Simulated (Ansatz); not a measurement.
BaTiNOF:
```
BaTiNOF
1.0
    3.98485     0.00000     0.00000
    0.00000     4.05446     0.00000
    0.00000     0.00000     4.15735
Ba Ti N F O
1 1 1 1 1
Direct
  0.50000   0.50000   0.50000
  0.00000   0.00000   0.00000
  0.50000   0.00000   0.00000
  0.00000   0.00000   0.50000
  0.00000   0.50000   0.00000
```

Relaxed with r²SCAN.

Problem. Give the Bader charges and basin volumes of the independent atoms, r²SCAN (plane waves, PAW; program Ansatz).

Solution. 

```
atom  Bader charge (e)  Bader volume (Å³)
----  ----------------  -----------------
Ba1              +1.54               21.2
Ti2              +2.17                7.5
N3               -1.56               14.5
F4               -0.82               11.0
O5               -1.33               13.0
```

Space group Pmmm. The start of the workflow was typed in or built on a structure type; neither database checked (COD, Materials Project) lists it. Its standing as an ambient phase is unchecked. Symmetry was held in the r²SCAN relaxation; whether a distortion lowers the energy is not shown. The workflow began spin-polarised and lost its moments. Scalar-relativistic: spin–orbit coupling is off unless named, which matters more the heavier the elements.

Potentials: the earlier of the program's two PAW sets. The files were generated under PBE; for other functionals the program regenerates the frozen cores, and for LDA and PBEsol the local potential too.
